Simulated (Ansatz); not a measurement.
CdSe:
```yaml
crystal:
  lattice:
    - [4.38308, 0.00000, 0.00000]
    - [-2.19154, 3.79586, 0.00000]
    - [0.00000, 0.00000, 7.15386]
  atoms:
    - { symbol: Cd, position: [0.66667, 0.33333, 0.50005] }
    - { symbol: Cd, position: [0.33333, 0.66667, 0.00005] }
    - { symbol: Se, position: [0.66667, 0.33333, 0.87581] }
    - { symbol: Se, position: [0.33333, 0.66667, 0.37581] }
```

This is the PBE-relaxed structure.

All from PBE in the plane-wave PAW code Ansatz, unless another level is named. Estimate the band gap.

0.54 eV (direct).

And the formation energy from the elements (no fitted shifts)?

-0.63 eV/atom.

Give the valence-band maximum.

at Γ.

Space group P6_3mc (wurtzite). The PBE relaxation kept the symmetry of its start. The references are the lowest solids computed at this level, not always the standard phases. Scalar-relativistic: spin–orbit coupling is off unless named, which matters more the heavier the elements.

Potentials: the later of the program's two PAW sets.
